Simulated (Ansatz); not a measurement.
# Lattice vibrations of Te2Mo at Γ

These are results of Ansatz 0.2.0, DFT PBE, scalar-relativistic, plane waves, PAW, not measurements. Cutoff 420 eV, 12×12×2 k-points (Γ-centred), fixed occupations. No spin polarisation. Phonons by linear response, acoustic sum rule imposed.

Equilibrium structure at this level:
```xyz
6
Lattice="3.5566 0.0000 0.0000 -1.7783 3.0801 0.0000 0.0000 0.0000 15.3429" Properties=species:S:1:pos:R:3 pbc="T T T"
Te    0.0000    2.0534    9.6991
Te    1.7783    1.0267    2.0276
Te    0.0000    2.0534   13.3153
Te    1.7783    1.0267    5.6439
Mo    0.0000    2.0534    3.8357
Mo    1.7783    1.0267   11.5072
```

The crystal is built of layers and no dispersion correction was added, so the binding between them is poorly described, and with it their spacing and whatever depends on it. Spin–orbit coupling is left out, which matters for heavy elements.

Optical modes at Γ (transverse, no macroscopic field); i marks an imaginary frequency:
```tsv
frequency (cm⁻¹)	degeneracy	IR intensity of the level ((D/Å)²/amu)	Raman activity of the level (Å⁴/amu)
11	2	0.00	0.6
11	1	0.00	0.0
114	2	0.00	0.0
114	2	0.00	4.4
168	1	0.00	0.0
168	1	0.00	1360.1
229	2	13.40	0.0
229	2	0.00	16.9
281	1	0.64	0.0
283	1	0.00	0.0
```

All 15 optical modes at Γ are real: no displacement of atoms at fixed cell lowers the energy to second order. Strains and modes at other wave vectors aren't tested by this run.

```
Electronic dielectric constant ε∞ (principal values) : 6.35, 18.30, 18.30
Static dielectric constant ε0 (principal values)     : 6.5, 19.9, 19.9
Refractive index √ε∞, mean                           : 3.78
Kohn–Sham gap on the mesh                            : 1.02 eV
Cost                                                 : 21 min on 2 threads of AMD EPYC 9R45 96-Core Processor (Zen 5) (shared host), peak memory 3.6 GiB
```

Born effective charges (e):
```json
{"atom": "Te (atom 1)", "Z*xx": "1.59", "Z*yy": "1.59", "Z*zz": "0.49", "mean": "1.22"}
{"atom": "Mo (atom 5)", "Z*xx": "-3.18", "Z*yy": "-3.18", "Z*zz": "-0.98", "mean": "-2.45"}
```